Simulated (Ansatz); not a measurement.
**Band table of VRe**

```
CELL_PARAMETERS angstrom
1.47734 -1.47746 0.00000
1.47734 1.47746 0.00000
0.00000 0.00000 2.56812
ATOMIC_POSITIONS crystal
V 0.50000 0.50000 0.50000
Re 0.00000 0.00000 0.00000
```

The base volume is that of a database entry, with shape and atoms relaxed on PAW files at held volume, so it needn't be at zero pressure; the structure needn't be the stable phase, at rest or compressed.

All numbers are LDA results (scalar-relativistic) from Ansatz 0.2.0, with a Γ-centred 14×14×9 k mesh, Fermi–Dirac smearing of 0.05 eV, no spin polarisation. Methods: LAPW: all electrons, basis error target 1 meV/atom.

This run: volume at 0.4 of the series' base cell.

Spin–orbit coupling is left out, which matters for the heavy atoms.

Path points, in fractions of the reciprocal vectors: Γ (0.000, 0.000, 0.000), Y (-0.500, 0.500, 0.000), C0 (-0.500, 0.500, 0.000), Σ0 (0.500, 0.500, 0.000), Z (0.000, 0.000, 0.500), A0 (0.500, 0.500, 0.500), E0 (-0.500, 0.500, 0.500), T (-0.500, 0.500, 0.500). The distance column jumps between branches of the path. Levels in eV from the Fermi level; bands 29 to 39, counted from the lowest band of the run. The gap is zero, the pressure 1447 GPa.

```
# k(1/Å) point b29 b30 b31 b32 b33 b34 b35 b36 b37 b38 b39
0.000 Γ -17.76 -16.83 -7.91 -5.53 -5.52 -1.84 0.06 5.09 10.20 11.58 11.58
0.354 - -16.79 -15.48 -6.90 -6.45 -4.53 -1.38 -0.71 4.47 7.81 7.98 11.51
0.709 - -14.33 -11.85 -8.53 -6.42 -1.81 -1.12 -0.05 1.74 3.42 4.84 11.63
1.063 - -12.00 -10.78 -9.74 -6.72 -4.27 0.36 2.06 2.19 3.17 5.72 11.98
1.418 - -13.36 -12.63 -12.15 -9.35 -0.87 1.79 4.93 6.69 6.69 8.70 12.39
1.772 - -15.84 -13.87 -13.82 -12.91 4.42 5.78 8.19 8.81 10.86 12.71 12.99
2.126 Y -16.78 -14.61 -14.23 -14.23 6.69 7.62 9.52 12.82 12.83 12.95 14.28
2.126 - -16.78 -14.61 -14.23 -14.23 6.69 7.62 9.52 12.82 12.83 12.95 14.28
2.126 - -16.78 -14.61 -14.23 -14.23 6.69 7.62 9.52 12.82 12.83 12.95 14.28
2.126 - -16.78 -14.61 -14.23 -14.23 6.69 7.62 9.52 12.82 12.83 12.95 14.28
2.126 - -16.78 -14.61 -14.23 -14.23 6.69 7.62 9.52 12.82 12.83 12.95 14.28
2.126 - -16.78 -14.61 -14.23 -14.23 6.69 7.62 9.52 12.82 12.83 12.95 14.28
2.127 C0 -16.78 -14.61 -14.23 -14.23 6.69 7.62 9.52 12.82 12.83 12.95 14.28
5.134 Σ0 -16.78 -14.61 -14.23 -14.23 6.69 7.62 9.52 12.82 12.83 12.95 14.28
5.488 - -15.83 -13.87 -13.82 -12.91 4.42 5.78 8.19 8.81 10.86 12.70 13.00
5.842 - -13.36 -12.63 -12.15 -9.34 -0.87 1.79 4.93 6.68 6.69 8.71 12.39
6.197 - -11.99 -10.78 -9.74 -6.72 -4.26 0.36 2.06 2.19 3.17 5.72 11.98
6.551 - -14.33 -11.85 -8.53 -6.42 -1.81 -1.12 -0.05 1.74 3.42 4.84 11.62
6.905 - -16.79 -15.48 -6.90 -6.44 -4.53 -1.38 -0.70 4.47 7.82 7.98 11.50
7.260 Γ -17.76 -16.83 -7.91 -5.53 -5.52 -1.84 0.06 5.09 10.20 11.58 11.58
7.464 - -17.43 -16.70 -7.54 -5.32 -5.32 -2.33 0.18 4.93 9.96 10.87 10.87
7.668 - -16.45 -16.32 -6.52 -4.73 -4.73 -3.59 0.52 4.47 9.14 9.15 9.27
7.872 - -15.72 -14.91 -5.24 -5.22 -3.78 -3.77 1.07 3.87 7.03 7.03 8.27
8.075 - -14.96 -12.96 -6.85 -4.46 -2.51 -2.51 1.79 3.74 4.84 4.84 7.13
8.279 - -14.21 -10.93 -8.18 -4.93 -0.98 -0.98 2.57 2.74 2.74 4.93 6.06
8.483 Z -13.86 -9.79 -8.73 -5.65 0.77 0.77 0.79 0.79 3.01 5.52 6.61
8.838 - -12.67 -8.94 -8.34 -5.16 -2.54 -2.16 0.88 1.07 4.21 5.26 9.33
9.192 - -9.52 -7.38 -6.92 -6.46 -5.58 -3.52 1.21 1.93 3.42 3.56 13.78
9.546 - -8.91 -8.61 -6.36 -5.57 -2.77 -1.50 1.47 1.94 2.20 3.26 16.06
9.901 - -10.10 -8.78 -5.62 -2.78 -1.14 -0.60 1.01 2.12 4.82 5.15 17.99
10.255 - -10.35 -7.34 -5.25 -2.65 -1.84 -1.57 1.95 4.08 6.21 10.01 20.49
10.610 A0 -10.34 -5.15 -5.14 -4.98 -1.66 -1.66 2.22 4.46 6.80 13.19 22.54
13.617 E0 -10.34 -5.15 -5.14 -4.98 -1.66 -1.66 2.22 4.46 6.80 13.19 22.54
13.617 - -10.34 -5.15 -5.14 -4.98 -1.66 -1.66 2.22 4.46 6.80 13.19 22.54
13.617 - -10.34 -5.15 -5.14 -4.98 -1.66 -1.66 2.22 4.46 6.80 13.19 22.54
13.617 - -10.34 -5.15 -5.14 -4.98 -1.66 -1.66 2.22 4.46 6.80 13.19 22.54
13.617 - -10.34 -5.15 -5.14 -4.98 -1.66 -1.66 2.22 4.46 6.80 13.19 22.54
13.617 - -10.34 -5.15 -5.14 -4.98 -1.66 -1.66 2.22 4.46 6.80 13.19 22.54
13.617 T -10.34 -5.15 -5.14 -4.98 -1.66 -1.66 2.22 4.46 6.80 13.19 22.54
```
